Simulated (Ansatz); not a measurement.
YZn5:
```cif
data_YZn5
_chemical_formula_sum 'Zn5 Y1'
_space_group_name_H-M_alt 'P6/mmm'
_space_group_IT_number 191
_space_group_name_Hall '-P 6 2'
_cell_length_a 5.26781
_cell_length_b 5.26781
_cell_length_c 4.13127
_cell_angle_alpha 90.000
_cell_angle_beta 90.000
_cell_angle_gamma 120.000
loop_
_atom_site_label
_atom_site_type_symbol
_atom_site_symmetry_multiplicity
_atom_site_Wyckoff_symbol
_atom_site_fract_x
_atom_site_fract_y
_atom_site_fract_z
_atom_site_occupancy
Zn1 Zn 3 g 0.50000 0.50000 0.50000 1
Zn2 Zn 2 c 0.33333 0.66667 0.00000 1
Y1 Y 1 a 0.00000 0.00000 0.00000 1
```

Relaxed with r²SCAN.

Task: Tabulate the valence density and the electron localisation function along the shortest Zn–Y contact (3.04 Å), plane-wave PAW r²SCAN (Ansatz code).

Result: 

```csv
distance from Zn (Å),density (e/Å³),ELF
0.30,16.98,0.00
0.46,5.77,0.02
0.61,1.92,0.09
0.76,0.85,0.18
0.91,0.46,0.23
1.06,0.27,0.23
1.22,0.20,0.26
1.37,0.15,0.23
1.52,0.14,0.13
1.67,0.15,0.08
1.82,0.21,0.11
1.98,0.39,0.34
2.13,0.81,0.67
2.28,1.58,0.83
2.43,2.60,0.86
2.59,3.46,0.81
2.74,3.66,0.67
```

The density is the valence pseudo-density with augmentation charge, so density and ELF within about 1 Å of a nucleus are not all-electron values.

The workflow started from an entry of the Crystallography Open Database (COD). Whether it is the stable phase at ambient conditions was not checked. The cell was relaxed with r²SCAN under the symmetry of its start; its stability against distortions is not shown here. No spin polarisation was allowed.

Potentials: the later of the program's two PAW sets.
